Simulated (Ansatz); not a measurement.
The relaxed structure here is a generated cell of HfN: the first start was made by placing the elements on the sites of a structure type, and the end was not matched to a known phase here, so it may be hypothetical. Known forms of HfN include space group No. 225.

The end point of a relaxation of HfN. Space group I4/mmm (No. 139). The numbers are results of r2SCAN (plane waves to 500 eV, PAW, scalar-relativistic; Ansatz, a first-principles code), not measurements.

```xyz
4
Lattice="-2.0127 2.0127 4.6309 2.0127 -2.0127 4.6309 2.0127 2.0127 -4.6309" Properties=species:S:1:pos:R:3 pbc="T T T"
Hf     0.0000     0.0000     1.6361
Hf     0.0000     0.0000     7.6256
N      0.0000     2.0127     2.3154
N      2.0127     0.0000     2.3154
```

- Volume per atom = 18.76 Å³
- Band gap = 0.33 eV, indirect (valence top at P, conduction bottom at Γ) (no spin-orbit coupling)
- Smallest direct gap = 1.00 eV at X
- Shortest distances = Hf–N 2.12 Å; N–N 2.85 Å; Hf–Hf 3.15 Å
- k-mesh = 12×12×12

Band energies at high-symmetry points (eV from the VBM; labels of this space group; no spin-orbit coupling), from −5 eV up to 4.0 eV:

| point | energies |
|---|---|
| Γ | -4.73 -4.73 -3.97 -2.51 -2.51 -1.97 0.33 3.25 3.25 |
| X | -4.20 -4.18 -3.54 -2.94 -0.09 0.91 2.11 2.18 2.70 3.71 |
| P | -4.20 -4.18 -3.28 -3.28 0.00 1.34 1.70 1.70 3.04 |
| N | -4.99 -4.50 -4.48 -3.97 -3.78 -0.61 0.82 3.68 3.78 3.79 |
| M | -4.77 -4.77 -3.75 -2.37 -2.37 -0.90 0.45 3.72 3.72 3.73 |
| S | -4.77 -4.69 -4.43 -4.17 -3.07 -0.55 1.18 2.71 3.67 3.71 |
| S0 | -4.77 -4.69 -4.43 -4.17 -3.07 -0.55 1.18 2.71 3.67 3.71 |
| R | -4.34 -4.26 -3.73 -2.59 -0.05 1.12 2.19 2.38 2.65 3.94 |

No spin polarisation in the result.

It was reached from a disturbed copy of a Cmcm (No. 63) cell, against which it lies -0.08 eV/atom.
